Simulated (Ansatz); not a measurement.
According to DFT-r²SCAN in the program Ansatz with PAW potentials, CaO in the zinc blende structure (F-43m) relaxes to a = 5.213 Å. Ca has 4 nearest neighbours from 2.26 Å (tetrahedral); O has 4 nearest neighbours from 2.26 Å (tetrahedral). Its formation energy from the elements is -2.95 eV/atom, with no fitted shifts.

The Kohn–Sham gap is 3.76 eV (indirect). The valence maximum lies at W and the conduction minimum at Γ. The screened hybrid HSE06 puts the gap at 4.73 eV. The electron mass is 0.43 mₑ (isotropic).

An equation-of-state fit gives a bulk modulus of 82.4 GPa. The relaxed-ion elastic constants in GPa are C11 = 92.5, C12 = 77.5, C44 = 38.0. The elastic constants imply a Debye temperature near 357 K. Bader charges are Ca +1.52, O -1.52 e.

The start of the workflow was typed in or built on a structure type; neither database checked (COD, Materials Project) lists it. It is not the phase usual at ambient conditions (space group No. 225). Symmetry was held in the r²SCAN relaxation; whether a distortion lowers the energy is not shown. The references are the lowest solids computed at this level, not always the standard phases (solids in place of the gases).

Potentials: the later of the program's two PAW sets.
